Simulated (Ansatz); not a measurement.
Al: energy along a strain

Al, Fm-3m, a = 4.048 Å (as given, not relaxed at this level: -1.9 GPa). Ansatz: PBEsol, PAW, 420 eV, Γ-centred 20×20×20 mesh on 1 atom, Gaussian smearing 0.15 eV; no spin polarisation. Cell vectors (Å): 0.000 2.024 2.024; 2.024 0.000 2.024; 2.024 2.024 0.000. The cell is strained by x per cent times the pattern (0 0 0 0 0 1) in the order xx yy zz yz xz xy (engineering shears), with fractional coordinates held. y is the free energy over the start, V0 = 16.582 Å³/atom. Symmetry makes y even in x. Points with a strain past 8.5 % were computed too (2) and aren't used here.

| x (%) | y (meV/atom) |
| --- | --- |
| -5.00 | 3.98 |
| 0.00 | 0.00 |
| 1.25 | 0.24 |
| 2.50 | 0.98 |
| 3.75 | 2.22 |
| 6.25 | 6.23 |
| 7.50 | ? |

Fit y = c2 x² + c4 x⁴ to the other rows, get the stiffness along the pattern, and predict the missing energy.

Least squares on the rows shown. y = 0.1575 x² + 5.381×10⁻⁵ x⁴. The clamped-ion stiffness p·C·p = 2 × 1.575 eV × 160.2 / 16.582 Å³ = 30 GPa, which is C66 in these axes (C44 of the cubic crystal) (second derivative at the start, which stands under stress). At x = 7.50 the fit asked for gives 9.03 meV/atom. The run gave 9.03 meV/atom, the same to the digits shown.

Cost: 9 runs of about 1.8 core-minutes in all, on Arm Neoverse N1 (shared hosts).